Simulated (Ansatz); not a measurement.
KI (rock salt, space group No. 225), a = b = c = 7.092 Å, α = β = γ = 90.00°; the cell used has 2 atoms.

Relaxed with r²SCAN.

Q: Give the optical modes at the zone centre with their infrared and Raman activity from DFPT, plane-wave PAW r²SCAN (Ansatz code).

A: Transverse frequencies, without the LO–TO term; a row sums one degenerate level.

```
ω (cm⁻¹)  degeneracy  IR ((D/Å)²/amu)  Raman (Å⁴/amu)  activity  symmetry
--------  ----------  ---------------  --------------  --------  --------
101                3             2.90               0        IR       T1u
```

Q: How high does the top mode go among those that the LO–TO term moves?

A: 137 cm⁻¹ for q along x.

Space group Fm-3m (rock salt). The r²SCAN relaxation kept the symmetry of its start; of distortions, only those at the zone centre were tested. Scalar-relativistic: spin–orbit coupling is off unless named, which matters more the heavier the elements.

Potentials: the later of the program's two PAW sets.
